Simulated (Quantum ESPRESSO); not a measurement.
# Band energies of PtCu

```
PtCu
1.0
    1.36229     0.78652     4.24445
   -1.36229     0.78652     4.24445
    0.00000    -1.57304     4.24445
Cu Pt
1 1
Direct
  0.00000   0.00000   0.00000
  0.50000   0.50000   0.50000
```

PBEsol (pw.x of Quantum ESPRESSO, ONCV potentials, no spin-orbit coupling); path ΓLB1,BZΓX,QFP1Z,LP; energies in eV from the Fermi level.

```csv
k (1/Å),point,band 14,band 15,band 16,band 17,band 18,band 19,band 20,band 21
0.00,Γ,-2.75,-2.56,-1.69,-1.69,-0.32,-0.32,-0.16,5.87
0.42,,-2.59,-2.43,-2.21,-1.84,-1.58,-0.55,2.41,6.17
0.94,,-2.63,-2.37,-1.85,-1.19,-1.07,-0.45,4.63,6.97
1.35,L,-2.60,-2.08,-1.92,-1.32,0.48,0.95,3.36,6.40
1.90,,-2.94,-1.82,-1.70,-1.11,-0.96,3.16,3.44,7.73
2.23,B1,-2.59,-1.83,-1.73,-1.15,-0.52,3.71,4.25,5.80
2.23,B,-2.59,-1.83,-1.73,-1.15,-0.52,3.71,4.25,5.80
2.78,,-2.78,-2.01,-1.81,-1.40,-0.37,0.22,0.48,9.10
3.22,,-2.62,-2.45,-2.11,-1.98,-1.84,-0.80,-0.49,13.52
3.66,Z,-2.73,-2.34,-2.34,-1.85,-1.85,-1.05,-1.05,12.47
3.77,,-2.70,-2.36,-2.36,-1.86,-1.86,-1.00,-1.00,11.89
4.19,,-2.69,-2.62,-1.73,-1.73,-1.01,-0.43,-0.43,7.02
4.40,Γ,-2.75,-2.56,-1.69,-1.69,-0.32,-0.32,-0.16,5.87
4.70,,-2.68,-2.48,-1.89,-1.69,-1.65,-0.41,1.76,5.88
5.10,,-2.68,-2.27,-2.08,-1.98,-1.02,-0.63,4.74,6.16
5.59,,-2.89,-2.02,-1.83,-1.59,-0.77,1.79,6.50,6.94
5.99,X,-2.58,-1.87,-1.64,-1.21,-0.60,3.81,4.02,5.55
5.99,Q,-2.58,-1.87,-1.64,-1.21,-0.60,3.81,4.02,5.55
6.47,,-1.92,-1.09,-1.05,-0.88,-0.20,0.89,3.09,5.07
6.71,F,-1.33,-1.03,-0.74,-0.44,-0.14,0.51,1.77,5.14
6.97,P1,-1.93,-1.34,-1.02,-0.70,0.43,0.71,1.40,5.03
7.45,,-2.61,-2.22,-1.76,-1.35,-1.16,-0.77,0.19,9.12
7.83,,-2.86,-2.38,-2.17,-2.13,-1.69,-0.92,-0.56,13.27
8.21,Z,-2.73,-2.34,-2.34,-1.85,-1.85,-1.05,-1.05,12.47
8.21,L,-2.60,-2.08,-1.92,-1.32,0.48,0.95,3.36,6.40
8.71,P,-1.93,-1.34,-1.02,-0.70,0.43,0.71,1.40,5.03
```

A metal at this level: along this path bands 18, 19, 20 cross the Fermi level.

Spin-orbit coupling is left out; for elements this heavy it splits bands near the Fermi level.

Geometry of the Materials Project entry, not relaxed at this level.

The structure is a Materials Project entry; no match was found in the copy of COD used, and its stability was not checked.
